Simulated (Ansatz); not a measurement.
As:
```
As
1.0
    1.85571    -5.37357     0.00000
    1.85571     5.37357     0.00000
    0.00000     0.00000     4.23414
As
4
Direct
  0.11267   0.88733   0.05467
  0.88733   0.11267   0.94533
  0.38733   0.61267   0.55467
  0.61267   0.38733   0.44533
```

This is the LDA-relaxed structure.

Q: All from plane-wave PAW LDA (Ansatz code), unless another level is named. Give the electronic character.

A: metallic (no gap).

Q: Predict the density of states at the Fermi level.

A: 0.09 states/eV per atom (mean over ±0.08 eV).

Space group Cmce. The first step of the workflow began from a Materials Project structure, measured or hypothetical; the Crystallography Open Database files this formula in space group No. 64, but the cells were not matched. It is not the phase usual at ambient conditions (space group No. 166). Symmetry was held in the LDA relaxation; whether a distortion lowers the energy is not shown. A crystal of weakly bound layers computed without a dispersion correction: the cell and the soft elastic constants depend strongly on that. Spin–orbit coupling is left out wherever it is not named.

Potentials: the later of the program's two PAW sets.
